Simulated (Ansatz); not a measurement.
Pt:
```xyz
1
Lattice="-1.5604 1.5604 1.5604 1.5604 -1.5604 1.5604 1.5604 1.5604 -1.5604" Properties=species:S:1:pos:R:3 pbc="T T T"
Pt     0.0000     0.0000     0.0000
```

Relaxed with PBEsol. Special points in fractions of this cell's reciprocal vectors: Γ (0.000, 0.000, 0.000); H (0.500, -0.500, 0.500); N (0.000, 0.000, 0.500); P (0.250, 0.250, 0.250).

Task: List the band energies nearest the Fermi level at these points for plane-wave PAW PBEsol with spin–orbit coupling (Ansatz code).

Result: In eV from the Fermi level; about four levels below and three above (degenerate sets whole), none deeper than 8.9 eV; … stands for higher levels left out; points with the same levels are listed once.

```
k                    below                above
-  -----------------------  -------------------
Γ  -0.99 -0.99 -0.99 -0.99        16.89 16.89 …
H  -6.65 -6.65 -6.65 -6.65  0.16 0.16 0.16 0.16
N  -0.77 -0.77 -0.18 -0.18  1.18 1.18 6.59 6.59
P  -0.65 -0.65 -0.65 -0.65  4.81 4.81 8.85 8.85
```

Space group Im-3m (bcc (W type)). The first step of the workflow began from a Materials Project structure, measured or hypothetical; the Crystallography Open Database copy checked does not list it. It is not the phase usual at ambient conditions (space group No. 225). The PBEsol relaxation kept the symmetry of its start. At this level the phase is mechanically unstable. No spin polarisation was allowed.

Potentials: the later of the program's two PAW sets.
